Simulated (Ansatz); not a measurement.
PtSb₂ (space group Pa-3)

```yaml
crystal:
  lattice:
    - [6.42184, 0.00000, 0.00000]
    - [0.00000, 6.42184, 0.00000]
    - [0.00000, 0.00000, 6.42184]
  atoms:
    - { symbol: Sb, position: [0.37466, 0.12534, 0.87466] }
    - { symbol: Sb, position: [0.62534, 0.87466, 0.12534] }
    - { symbol: Sb, position: [0.12534, 0.87466, 0.37466] }
    - { symbol: Sb, position: [0.87466, 0.12534, 0.62534] }
    - { symbol: Sb, position: [0.87466, 0.37466, 0.12534] }
    - { symbol: Sb, position: [0.12534, 0.62534, 0.87466] }
    - { symbol: Sb, position: [0.62534, 0.62534, 0.62534] }
    - { symbol: Sb, position: [0.37466, 0.37466, 0.37466] }
    - { symbol: Pt, position: [0.00000, 0.50000, 0.50000] }
    - { symbol: Pt, position: [0.50000, 0.50000, 0.00000] }
    - { symbol: Pt, position: [0.50000, 0.00000, 0.50000] }
    - { symbol: Pt, position: [0.00000, 0.00000, 0.00000] }
```

A phonon eigenvector at Γ is frozen into this cell: atom i moves by Q times the vector below, so Q is the largest atomic displacement, in Å. The cell is held. It is one choice among 3 degenerate patterns.

| atom | x | y | z |
|---|---|---|---|
| Sb1 | -0.571 | -0.437 | -0.695 |
| Sb2 | 0.571 | 0.437 | 0.695 |
| Sb3 | 0.571 | 0.437 | -0.695 |
| Sb4 | -0.571 | -0.437 | 0.695 |
| Sb5 | 0.571 | -0.437 | -0.695 |
| Sb6 | -0.571 | 0.437 | 0.695 |
| Sb7 | -0.571 | 0.437 | -0.695 |
| Sb8 | 0.571 | -0.437 | 0.695 |

Atoms not listed stay in place.

Level of theory: LDA (plane waves to 420 eV, PAW, scalar-relativistic; Ansatz, a program for electronic structure). k mesh 6×6×6 (Γ-centred), Fermi-Dirac smearing 0.05 eV. The energy includes the smearing's −TS. With partly filled bands, energies and forces of such displacements shift with the k mesh and the smearing. At this level the bands of PtSb2 touch or barely overlap; measurements give the solid a gap. PtSb2 is run without spin polarisation. PtSb2 was relaxed with its symmetry unable to fall. Spin-orbit coupling is left out, though Pt and Sb are heavy. The zero of ΔE is the undisplaced structure. The last digit holds for this mesh only.

| Q (Å) | ΔE (meV/cell) |
|---|---|
| -0.180 | 1925.5 |
| -0.150 | withheld |
| -0.120 | 861.7 |
| -0.090 | 485.8 |
| -0.060 | 216.3 |
| -0.030 | 54.1 |
| 0.000 | 0.0 |
| 0.030 | 54.1 |
| 0.060 | 216.3 |
| 0.090 | 485.8 |
| 0.120 | 861.7 |
| 0.150 | withheld |
| 0.180 | 1925.5 |

Question: Fit an even polynomial form (powers 2, 4) to the given rows and predict ΔE at Q = 0.150.

Answer: Least squares on the 11 given rows: ΔE = (60160)·Q² + (-22700)·Q⁴, in meV/cell with Q in Å; root-mean-square residual 0.08 meV/cell. At 0.150 the fit gives 1342.1 meV/cell; the calculation gives 1342.2 meV/cell, so the interpolation is off by -0.1 (-0.0 %). The quadratic term alone would give 1353.6 meV/cell.

(A displaced cell: forces are minus the slopes of the energy, force constants its curvatures, and phonons follow from these.)
